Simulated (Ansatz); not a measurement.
SnO (litharge type, space group P4/nmm)

```cif
data_O2Sn2
_chemical_formula_sum 'Sn2 O2'
_space_group_name_H-M_alt 'P4/nmm :1'
_space_group_IT_number 129
_space_group_name_Hall 'P 4ab 2ab -1ab'
_cell_length_a 3.83618
_cell_length_b 3.83618
_cell_length_c 4.75736
_cell_angle_alpha 90.000
_cell_angle_beta 90.000
_cell_angle_gamma 90.000
loop_
_space_group_symop_operation_xyz
  'x, y, z'
  '-y+1/2, x+1/2, z'
  '-x, -y, z'
  'y+1/2, -x+1/2, z'
  'x+1/2, -y+1/2, -z'
  '-y, -x, -z'
  '-x+1/2, y+1/2, -z'
  'y, x, -z'
  '-x+1/2, -y+1/2, -z'
  'y, -x, -z'
  'x+1/2, y+1/2, -z'
  '-y, x, -z'
  '-x, y, z'
  'y+1/2, x+1/2, z'
  'x, -y, z'
  '-y+1/2, -x+1/2, z'
loop_
_atom_site_label
_atom_site_type_symbol
_atom_site_symmetry_multiplicity
_atom_site_Wyckoff_symbol
_atom_site_fract_x
_atom_site_fract_y
_atom_site_fract_z
_atom_site_occupancy
Sn1 Sn 2 c 0.50000 0.00000 0.24343 1
O1 O 2 a 0.00000 0.00000 0.00000 1
```

Grid over V/V₀ and (c/a)/(c/a)₀, subscript 0 meaning the relaxed cell; the conventional c axis lies along z; no internal relaxation.

Method: PBE-D3(BJ) (plane waves to 420 eV, PAW, scalar-relativistic; Ansatz, a program for electronic structure). k mesh 12×12×10 (Γ-centred), Fermi-Dirac smearing 0.05 eV. The energy includes the smearing's −TS. As the atoms are clamped, bonds stretch with the cell, which overstates energies and stresses. With partly filled bands, the response to shear is sensitive to the k mesh, so small differences along c/a are uncertain. At this level the bands of SnO touch or barely overlap; measurements give the solid a gap. SnO was relaxed with its symmetry unable to fall. The PAW data are Ansatz's earlier set. The zero of ΔE is the relaxed starting cell.

**Question.** What ΔE (eV/atom) does the calculation give at all points of the grid V/V₀ = 0.960, 0.973, 0.987, 1.000, 1.013, 1.027, 1.040 by (c/a)/(c/a)₀ = 0.880, 0.920, 0.960, 1.000, 1.040, 1.080, 1.120?

**Answer.** ΔE (eV/atom), with V/V₀ across and (c/a)/(c/a)₀ down:

| (c/a)/(c/a)₀ \ V/V₀ | 0.960 | 0.973 | 0.987 | 1.000 | 1.013 | 1.027 | 1.040 |
|---|---|---|---|---|---|---|---|
| 0.880 | 0.038 | 0.037 | 0.037 | 0.038 | 0.042 | 0.047 | 0.053 |
| 0.920 | 0.020 | 0.017 | 0.016 | 0.017 | 0.020 | 0.024 | 0.029 |
| 0.960 | 0.010 | 0.006 | 0.004 | 0.004 | 0.006 | 0.009 | 0.014 |
| 1.000 | 0.009 | 0.004 | 0.001 | 0.000 | 0.001 | 0.003 | 0.007 |
| 1.040 | 0.015 | 0.010 | 0.006 | 0.004 | 0.004 | 0.006 | 0.010 |
| 1.080 | 0.030 | 0.024 | 0.019 | 0.017 | 0.017 | 0.018 | 0.021 |
| 1.120 | 0.053 | 0.046 | 0.041 | 0.039 | 0.037 | 0.038 | 0.041 |

(A scan under strain: stresses follow from slopes of the energy per volume, elastic moduli from its curvatures.)
